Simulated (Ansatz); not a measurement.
The elements of this relaxed trial crystal are hidden behind letters.

```
lattice vectors (Å)
   6.2514    0.0000    0.0000
   0.0000    6.2514    0.0000
   0.0000    0.0000    4.4355
fractional positions
X 0.0000 0.0000 0.0000
Z 0.5000 0.0000 0.5000
Z 0.0000 0.5000 0.5000
Q 0.2228 0.7772 0.0000
Q 0.2228 0.2228 0.0000
Q 0.0000 0.0000 0.5000
Q 0.7772 0.2228 0.0000
Q 0.7772 0.7772 0.0000
Q 0.5000 0.5000 0.5000
```

These are results of Ansatz, DFT PBE, scalar-relativistic, plane waves, PAW, not measurements. Plane waves to 420 eV, a 6×6×6 mesh through Γ for the 9-atom cell and 0.02 eV Gaussian smearing; no spin polarisation.

| Quantity | Value |
| --- | --- |
| Space group | P4/mmm (No. 123) |
| Conventional cell | a = 6.251 Å, c = 4.436 Å |
| Volume per atom | 19.26 Å³ |
| Density | 4.17 g/cm³ |
| Formation energy | −2.546 eV/atom |
| Gap on the 6×6×6 mesh of the 9-atom cell | 1.13 eV |

Energies are uncorrected and count from the elements' standard states at the same level.

Problem. X is a d-block element of period 5, Z is a p-block element of period 5 and Q is a p-block element of period 2. Which elements are they?

Solution. X = Zr, Z = In, Q = F, so the formula is ZrIn2F6. Density times volume gives a mean mass of 4.17 × 19.26/1.6605 = 48.4 u per atom, and this set has 48.3 u. Zr is surrounded by 4 F at 1.97 Å and 2 F at 2.22 Å; around In lie 12 F at 3.13–3.14 Å (long against covalent radii, as for large ions); F on a site of symmetry m2m is surrounded by 1 Zr at 1.97 Å, 2 F at 2.79 Å, 2 F at 2.97 Å, 4 In at 3.14 Å and 4 F at 3.31–3.47 Å; 2 more sites not described. Other sets within the hints have nearly the same mass, so mass alone doesn't settle it; this one was computed.

Kohn–Sham gaps at this level usually fall short of measured ones. Symmetry constrained the relaxation, so the result can be a saddle point.
